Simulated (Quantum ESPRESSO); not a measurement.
# Ge6AlN: a curve over strain

A calculation, not a measurement. The program is pw.x of Quantum ESPRESSO 7.5 (plane-wave density functional theory). The cell is made up: 8 atoms on a zincblende/diamond lattice, with randomly drawn elements, strain and displacements, not relaxed. PseudoDojo standard norm-conserving files (v0.5 for PBE, v0.4.1 for LDA and PBEsol) set the functional; there is no spin polarisation, spin-orbit coupling or dispersion term, and the masses in the input are unused placeholders.

Seven runs add a strain to one cell (the same linear strain along x, y and z); the atoms follow the cell and are not relaxed. Stress in the table is positive in tension.

Input of the run at -0.0045:

```
&control calculation='scf', pseudo_dir='./dojo.nc.sr.pbe.v0_5.standard.upf', outdir='./o', disk_io='low', tprnfor=.true., tstress=.true. /
&system ibrav=0, nat=8, ntyp=3, nbnd=56, ecutwfc=84.00895049, nosym=.true., tot_charge=0,
 occupations='smearing', smearing='fd', degauss=0.0073498644
/
&electrons conv_thr=7.350e-09, electron_maxstep=60, /
ATOMIC_SPECIES
Al 1.0 Al.upf
Ge 1.0 Ge.upf
N 1.0 N.upf
CELL_PARAMETERS angstrom
5.8817 -0.0178 0.0178
-0.0178 5.7513 0.0268
0.0178 0.0268 5.8732
ATOMIC_POSITIONS angstrom
Ge -0.0897 0.0104 -0.0504
Al -0.06 2.8673 2.9699
Ge 2.9606 -0.0264 2.9222
N 2.9198 2.8013 0.0265
Ge 1.3901 1.4083 1.4858
Ge 1.4575 4.2844 4.4544
Ge 4.385 1.432 4.3507
Ge 4.3415 4.3869 1.4979
K_POINTS automatic
6 6 6 1 1 1
```

| added strain | free energy less that of the input shown (eV) | stress xx (GPa) | stress yy (GPa) | stress zz (GPa) | stress xy (GPa) | pressure (GPa) | iterations |
| --- | --- | --- | --- | --- | --- | --- | --- |
| -0.0232 | -0.3029 | 3.74 | 2.15 | 3.75 | -0.62 | -3.22 | 11 |
| -0.0197 | -0.2595 | 4.22 | 2.64 | 4.23 | -0.60 | -3.70 | 11 |
| -0.0086 | -0.0805 | 5.57 | 4.02 | 5.58 | -0.55 | -5.05 | 11 |
| -0.0045 | 0.0000 | 6.00 | 4.46 | 6.01 | -0.54 | -5.49 | 11 |
| +0.0163 | 0.5108 | 7.75 | 6.31 | 7.75 | -0.46 | -7.27 | 12 |
| +0.0186 | 0.5766 | 7.90 | 6.47 | 7.90 | -0.45 | -7.42 | 12 |
| +0.0211 | 0.6502 | 8.06 | 6.64 | 8.06 | -0.44 | -7.59 | 12 |

A cubic fit gives a slope of stress xx against the added strain of 93 GPa at zero added strain, with the atoms clamped. Across the table the free energy follows the integral of the stress to within 1.1 meV. A rerun of one of the cells at 1437 eV and a 8 x 8 x 8 mesh moved values by no more than 0.003 eV in energy, 0.02 GPa in stress and 0.006 eV/Å in force.